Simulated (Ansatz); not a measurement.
This cell of BaZrO$_{3}$ (cubic perovskite) is off equilibrium:

```xyz
5
Lattice="4.2679 0.0000 0.0000 0.0000 4.2679 0.0000 0.0000 0.0000 4.2679" Properties=species:S:1:pos:R:3 pbc="T T T"
Ba     0.0000     0.0000     0.0000
Zr     2.1340     2.1340     2.1340
O      0.0000     2.1340     2.1340
O      2.1340     2.1340     0.0000
O      2.1340     0.0000     2.1340
```

The numbers are results of PBEsol (plane waves to 420 eV, PAW, scalar-relativistic; Ansatz, an electronic-structure program), not measurements. k mesh 8×8×8 (Γ-centred), Fermi-Dirac smearing 0.05 eV. E stands for the smeared free energy. Stress and pressure are positive under compression. BaZrO3 is run without spin polarisation. BaZrO3 was relaxed with its symmetry unable to fall.

What is the stress tensor (GPa)?


```
   -8.8      0.0      0.0
    0.0     -8.8      0.0
    0.0      0.0     -8.8
```
The pressure, a third of the trace, is -8.8 GPa.

It is the relaxed cell scaled evenly to V/V₀ = 1.064, atoms relaxed where free. What is its energy relative to the relaxed cell?

27.1 meV/atom.

(Under strain, the slope of the energy per volume gives the stress and its curvature an elastic modulus.)
